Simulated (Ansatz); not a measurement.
PtI$_{2}$:
```cif
data_I8Pt4
_chemical_formula_sum 'Pt4 I8'
_space_group_name_H-M_alt 'P 1'
_space_group_IT_number 1
_cell_length_a 6.70098
_cell_length_b 8.77725
_cell_length_c 6.95574
_cell_angle_alpha 90.000
_cell_angle_beta 103.052
_cell_angle_gamma 90.000
loop_
_space_group_symop_operation_xyz
  'x, y, z'
loop_
_atom_site_label
_atom_site_type_symbol
_atom_site_fract_x
_atom_site_fract_y
_atom_site_fract_z
_atom_site_occupancy
Pt1 Pt 0.76529 0.37193 0.50253 1
Pt2 Pt 0.23471 0.62807 0.49747 1
Pt3 Pt 0.23471 0.87193 0.99747 1
Pt4 Pt 0.76529 0.12807 0.00253 1
I1 I 0.54380 0.17228 0.26384 1
I2 I 0.45620 0.82772 0.73616 1
I3 I 0.45620 0.67228 0.23616 1
I4 I 0.54380 0.32772 0.76384 1
I5 I 0.01547 0.07955 0.77217 1
I6 I 0.98453 0.92045 0.22783 1
I7 I 0.98453 0.57955 0.72783 1
I8 I 0.01547 0.42045 0.27217 1
```

Relaxed with r²SCAN+D4.

Tabulate the valence density and the electron localisation function along the shortest Pt–I contact (2.60 Å), DFT-r²SCAN+D4 in the program Ansatz with PAW potentials.



| distance from Pt (Å) | density (e/Å³) | ELF |
|---|---|---|
| 0.26 | 10.36 | 0.68 |
| 0.39 | 8.40 | 0.66 |
| 0.52 | 6.04 | 0.60 |
| 0.65 | 3.82 | 0.48 |
| 0.78 | 2.12 | 0.34 |
| 0.91 | 1.11 | 0.23 |
| 1.04 | 0.70 | 0.21 |
| 1.17 | 0.58 | 0.33 |
| 1.30 | 0.57 | 0.53 |
| 1.43 | 0.63 | 0.66 |
| 1.56 | 0.76 | 0.65 |
| 1.69 | 0.93 | 0.60 |
| 1.82 | 1.27 | 0.55 |
| 1.95 | 2.73 | 0.46 |
| 2.08 | 6.29 | 0.32 |
| 2.21 | 11.11 | 0.19 |
| 2.34 | 15.44 | 0.17 |

The density is the valence pseudo-density with augmentation charge, so density and ELF within about 1 Å of a nucleus are not all-electron values.

Space group P2_1/c. The first step of the workflow began from a Materials Project structure, measured or hypothetical; the Crystallography Open Database copy checked does not list it. Whether it is the stable phase at ambient conditions was not checked. Symmetry was held in the r²SCAN+D4 relaxation; whether a distortion lowers the energy is not shown. No spin polarisation was allowed. Scalar-relativistic: spin–orbit coupling is off unless named, which matters more the heavier the elements.

Potentials: the later of the program's two PAW sets.
